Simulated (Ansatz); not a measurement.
A relaxed cell of Te3Pb4Se is given with its symmetry left out. The cell was found from a structure generator's guess, not taken from experiment.

Computed with Ansatz, DFT PBE, scalar-relativistic, plane waves, PAW. Cutoff 420 eV, Γ-centred mesh, Gaussian smearing, no spin polarisation.

```yaml
crystal:
  lattice:
    - [4.59345, 0.00000, 0.00000]
    - [0.00000, 4.59345, 0.00000]
    - [0.00000, 0.00000, 12.96101]
  atoms:
    - { symbol: Te, position: [0.00000, 0.00000, 0.00000] }
    - { symbol: Te, position: [0.50000, 0.50000, 0.25092] }
    - { symbol: Te, position: [0.50000, 0.50000, 0.74908] }
    - { symbol: Pb, position: [0.00000, 0.00000, 0.74158] }
    - { symbol: Pb, position: [0.50000, 0.50000, 0.00000] }
    - { symbol: Pb, position: [0.00000, 0.00000, 0.25842] }
    - { symbol: Pb, position: [0.50000, 0.50000, 0.50000] }
    - { symbol: Se, position: [0.00000, 0.00000, 0.50000] }
```

Energies over the elements count from the elements' standard structures at the same level, with no fitted energy shifts.

Problem. Find its symmetry and describe it.

Solution. P4/mmm (No. 123), with Te and Se ordered on rock salt sites. Conventional cell: a = 4.593 Å, c = 12.961 Å. Te on a site of symmetry 4/mmm is surrounded by 6 Pb at 3.25–3.35 Å; Te on a site of symmetry 4mm is surrounded by 6 Pb at 3.23–3.25 Å; around Pb on a site of symmetry 4mm lie 1 Se at 3.13 Å and 5 Te at 3.25–3.35 Å; around Se lie 6 Pb at 3.13–3.25 Å; 2 more sites not described.

Problem. What is its formation energy per atom?

Solution. −0.430 eV/atom. Whether it is stable depends on the other phases of the system, which aren't compared here.

Problem. Is it a metal?

Solution. No, the gap on the 8×8×4 mesh is 0.44 eV.

The last run used an 8×8×4 mesh (in the run's order of axes) for its 8-atom cell and Gaussian smearing of 0.02 eV. These runs have no spin–orbit coupling, which can matter for Pb and Te. Kohn–Sham gaps at this level usually fall short of measured ones. The missing spin–orbit coupling can work the other way here. The reference forms of Se and Te are held partly by dispersion forces, which this level lacks. A structure relaxed within its symmetry needn't be a true minimum.
